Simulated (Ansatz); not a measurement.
## Lattice vibrations of Hf₂SnTe₆ at Γ

Method: DFT PBE, scalar-relativistic, plane waves, PAW (Ansatz). Cutoff 420 eV, 6×6×6 k-points (Γ-centred), Fermi-Dirac smearing of 0.15 eV. No spin polarisation. Phonons by linear response, acoustic sum rule imposed.

Relaxed structure:
```xyz
9
Lattice="7.1038 0.0000 0.0000 -3.5519 6.1521 0.0000 0.0000 0.0000 6.8691" Properties=species:S:1:pos:R:3 pbc="T T T"
Hf    3.5519    2.0507    0.0000
Hf    0.0000    4.1014    0.0000
Sn    0.0000    0.0000    0.0000
Te    2.2947    3.9746    1.7635
Te    2.5144    0.0000    1.7635
Te   -1.2572    2.1775    1.7635
Te   -2.2947    3.9746    5.1057
Te    4.5895    0.0000    5.1057
Te    1.2572    2.1775    5.1057
```

The cell was found from a structure generator's guess, not taken from experiment. In a metal, frequencies depend on the k mesh and the smearing, soft modes most. Spin–orbit coupling is left out, which matters for heavy elements. No dispersion correction is applied, so modes and constants that involve weak contacts between layers, chains or molecules come out too soft.

Question: Is this structure stable against zone-centre distortions?

Answer: Yes, at Γ: no optical mode is imaginary. Strains and other wave vectors aren't tested by this run.

Question: List the optical modes at Γ (i marks imaginary ones).

Answer:
```tsv
frequency (meV)	degeneracy
3.8	1
6.1	2
6.5	2
6.5	1
9.4	1
10.0	2
11.7	2
11.8	1
13.2	2
13.4	2
15.6	1
16.0	1
16.1	2
16.1	1
17.4	2
19.4	1
```
